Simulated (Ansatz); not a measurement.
# AlN with Sb replacing N: gradients before and after relaxing the atoms

Start: a supercell of AlN (wurtzite type, P6_3mc) built from an entry of the Crystallography Open Database (COD) (the entry's cell lengths or inner coordinates differ somewhat from later room-temperature determinations), with all atoms left at the host's positions.

```cif
data_structure
_symmetry_space_group_name_H-M 'P 1'
_symmetry_Int_Tables_number 1
_cell_length_a 9.3390
_cell_length_b 6.2260
_cell_length_c 9.9620
_cell_angle_alpha 90.000
_cell_angle_beta 90.000
_cell_angle_gamma 120.000
_cell_volume 501.63
loop_
_atom_site_label
_atom_site_type_symbol
_atom_site_fract_x
_atom_site_fract_y
_atom_site_fract_z
_atom_site_occupancy
Al1 Al 0.11111 0.33333 0.00000 1
Al2 Al 0.11111 0.33333 0.50000 1
Al3 Al 0.11111 0.83333 0.00000 1
Al4 Al 0.11111 0.83333 0.50000 1
Al5 Al 0.44444 0.33333 0.00000 1
Al6 Al 0.44444 0.33333 0.50000 1
Al7 Al 0.44444 0.83333 0.00000 1
Al8 Al 0.44444 0.83333 0.50000 1
Al9 Al 0.77778 0.33333 0.00000 1
Al10 Al 0.77778 0.33333 0.50000 1
Al11 Al 0.77778 0.83333 0.00000 1
Al12 Al 0.77778 0.83333 0.50000 1
Al13 Al 0.22222 0.16667 0.25000 1
Al14 Al 0.22222 0.16667 0.75000 1
Al15 Al 0.22222 0.66667 0.25000 1
Al16 Al 0.22222 0.66667 0.75000 1
Al17 Al 0.55556 0.16667 0.25000 1
Al18 Al 0.55556 0.16667 0.75000 1
Al19 Al 0.55556 0.66667 0.25000 1
Al20 Al 0.55556 0.66667 0.75000 1
Al21 Al 0.88889 0.16667 0.25000 1
Al22 Al 0.88889 0.16667 0.75000 1
Al23 Al 0.88889 0.66667 0.25000 1
Al24 Al 0.88889 0.66667 0.75000 1
Sb25 Sb 0.11111 0.33333 0.19000 1
N26 N 0.11111 0.33333 0.69000 1
N27 N 0.11111 0.83333 0.19000 1
N28 N 0.11111 0.83333 0.69000 1
N29 N 0.44444 0.33333 0.19000 1
N30 N 0.44444 0.33333 0.69000 1
N31 N 0.44444 0.83333 0.19000 1
N32 N 0.44444 0.83333 0.69000 1
N33 N 0.77778 0.33333 0.19000 1
N34 N 0.77778 0.33333 0.69000 1
N35 N 0.77778 0.83333 0.19000 1
N36 N 0.77778 0.83333 0.69000 1
N37 N 0.22222 0.16667 0.44000 1
N38 N 0.22222 0.16667 0.94000 1
N39 N 0.22222 0.66667 0.44000 1
N40 N 0.22222 0.66667 0.94000 1
N41 N 0.55556 0.16667 0.44000 1
N42 N 0.55556 0.16667 0.94000 1
N43 N 0.55556 0.66667 0.44000 1
N44 N 0.55556 0.66667 0.94000 1
N45 N 0.88889 0.16667 0.44000 1
N46 N 0.88889 0.16667 0.94000 1
N47 N 0.88889 0.66667 0.44000 1
N48 N 0.88889 0.66667 0.94000 1
```

Sites (sets of like atoms) are named by element and the number of their first atom in this list.

Method: Kohn–Sham DFT in Ansatz, PBE, plane waves and PAW, scalar-relativistic, 420 eV cutoff, Γ-centred 3×4×2 k-points, Fermi–Dirac smearing 0.01 eV.

The largest force at the start is 19 eV/Å. Relaxing the ions at fixed cell moves them by 0.693 Å at most (atom 1, Al) and 0.167 Å rms.

| site | atom | moved (Å) | first shell before | first shell after | V_zz before (10²¹ V/m²) | η before |
| --- | --- | --- | --- | --- | --- | --- |
| Al1 | 1 | 0.693 | 1 Sb at 1.89 Å, 3 N at 1.89 Å | 4 N at 1.88–2.34 Å, 1 Sb at 2.40 Å; also 1 Al at 2.68 Å | -4.11 | 0.00 |
| Al3 | 3 | 0.048 | 4 N at 1.89 Å | 4 N at 1.89–1.94 Å | 0.26 | 0.00 |
| Al13 | 13 | 0.318 | 3 N at 1.89 Å, 1 Sb at 1.89 Å | 3 N at 1.84–1.88 Å, 1 Sb at 2.32 Å | -4.32 | 0.10 |
| Al15 | 15 | 0.342 | 3 N at 1.89 Å, 1 Sb at 1.89 Å | 3 N at 1.85–1.88 Å, 1 Sb at 2.33 Å | -4.33 | 0.10 |
| Al17 | 17 | 0.064 | 4 N at 1.89 Å | 4 N at 1.81–1.90 Å | 0.26 | 0.46 |
| Al21 | 21 | 0.454 | 3 N at 1.89 Å, 1 Sb at 1.89 Å | 3 N at 1.87–1.89 Å, 1 Sb at 2.34 Å | -4.36 | 0.09 |
| Al22 | 22 | 0.162 | 4 N at 1.89 Å | 4 N at 1.86–1.93 Å | 0.22 | 0.05 |
| Sb | 25 | 0.209 | 4 Al at 1.89 Å | 4 Al at 2.32–2.40 Å | 1.43 | 0.35 |
| N27 | 27 | 0.073 | 4 Al at 1.89 Å | 4 Al at 1.84–1.94 Å | -0.66 | 0.13 |
| N29 | 29 | 0.053 | 4 Al at 1.89 Å | 4 Al at 1.82–1.91 Å | -0.34 | 0.15 |
| N35 | 35 | 0.128 | 4 Al at 1.89 Å | 4 Al at 1.85–1.91 Å | -0.31 | 0.25 |
| N33 | 33 | 0.064 | 4 Al at 1.89 Å | 4 Al at 1.81–1.90 Å | -0.35 | 0.20 |
| N38 | 38 | 0.180 | 4 Al at 1.89 Å | 4 Al at 1.85–1.89 Å | -0.42 | 0.31 |
| N39 | 39 | 0.169 | 4 Al at 1.89 Å | 4 Al at 1.87–1.90 Å | -0.40 | 0.07 |
| N40 | 40 | 0.180 | 4 Al at 1.89 Å | 4 Al at 1.86–1.90 Å | -0.42 | 0.30 |
| N46 | 46 | 0.194 | 4 Al at 1.89 Å | 4 Al at 1.86–1.90 Å | -0.41 | 0.32 |

(1) What are V_zz and η after the relaxation?

## Answers

(1) 

```json
{"site": "Al1", "atom": "1", "V_zz after": "2.86", "η after": "0.04", "change of V_zz": "+6.97"}
{"site": "Al3", "atom": "3", "V_zz after": "0.66", "η after": "0.95", "change of V_zz": "+0.40"}
{"site": "Al13", "atom": "13", "V_zz after": "-0.59", "η after": "0.94", "change of V_zz": "–"}
{"site": "Al15", "atom": "15", "V_zz after": "-0.65", "η after": "0.73", "change of V_zz": "–"}
{"site": "Al17", "atom": "17", "V_zz after": "1.76", "η after": "0.42", "change of V_zz": "+1.50"}
{"site": "Al21", "atom": "21", "V_zz after": "1.41", "η after": "0.77", "change of V_zz": "+5.77"}
{"site": "Al22", "atom": "22", "V_zz after": "-1.43", "η after": "0.38", "change of V_zz": "–"}
{"site": "Sb", "atom": "25", "V_zz after": "9.35", "η after": "1.00", "change of V_zz": "+7.92"}
{"site": "N27", "atom": "27", "V_zz after": "-3.99", "η after": "0.43", "change of V_zz": "-3.33"}
{"site": "N29", "atom": "29", "V_zz after": "-1.90", "η after": "0.65", "change of V_zz": "-1.56"}
{"site": "N35", "atom": "35", "V_zz after": "-1.93", "η after": "0.50", "change of V_zz": "-1.62"}
{"site": "N33", "atom": "33", "V_zz after": "-2.44", "η after": "0.47", "change of V_zz": "-2.09"}
{"site": "N38", "atom": "38", "V_zz after": "-2.15", "η after": "0.61", "change of V_zz": "-1.73"}
{"site": "N39", "atom": "39", "V_zz after": "-1.33", "η after": "0.87", "change of V_zz": "-0.93"}
{"site": "N40", "atom": "40", "V_zz after": "-2.17", "η after": "0.62", "change of V_zz": "-1.75"}
{"site": "N46", "atom": "46", "V_zz after": "-2.16", "η after": "0.54", "change of V_zz": "-1.75"}
```

The largest change of V_zz along a kept axis is on Sb, from 1.43 to 9.35. Small gradients that grow severalfold: N40 (-0.42 to -2.17), N38 (-0.42 to -2.15), N46 (-0.41 to -2.16), N39 (-0.40 to -1.33) and 15 more sites. Where |V_zz| stays above 0.1 and the axes keep their order, η moves most on Al3, from 0.00 to 0.95. On Al21, N27, N40, N38, N46, N33, N29, N35 and 4 more sites (not all in the table) V_xx and V_yy change places (or their axes turn by over 50°), so the two values of η hide a larger change. V_zz changes sign on Al21 (same axis), Al1 (same axis), Al18 (axis turned by 19°), N26 (same axis) (not all in the table). On Al15, Al13, Al22, Al24, Al20, Al4, Al10, Al12 and 10 more sites (not all in the table) the largest principal value lies along another axis in the second run, so the two V_zz can't be compared directly. The table leaves out 32 of the 48 sites, with |V_zz| up to 2.41; their tensors move by 2.10 at most along any direction. The statements above cover all sites. The host's own positions weren't relaxed first, so part of the change far from the defect can be the host's relaxation.

The defect repeats with the cell of 48 atoms, so it feels its images: sites between two images don't show the values beside a lone defect, and zeros or small values of η there can come from the images' arrangement. Al and N carry a gradient in the pure host already, so the values there aren't the defect's effect alone. Without spin–orbit coupling (the program notes it for Sb) the gradients are little affected as a rule: paired runs on crystals with a gap mostly move them by under 2 % at such atoms. With these PAW files V_zz is typically within 2 to 3 % of all-electron values, but misses above 10 % occur on Sb.
Before: The cell keeps the host's lattice, where the PBE pressure is 21 GPa. The neighbours have not yet relaxed around the defect (largest force 19 eV/Å), so the values at and beside it are those of a strained start, not of the defect in a real crystal.
After: The cell keeps the host's lattice, where the PBE pressure is 14 GPa.
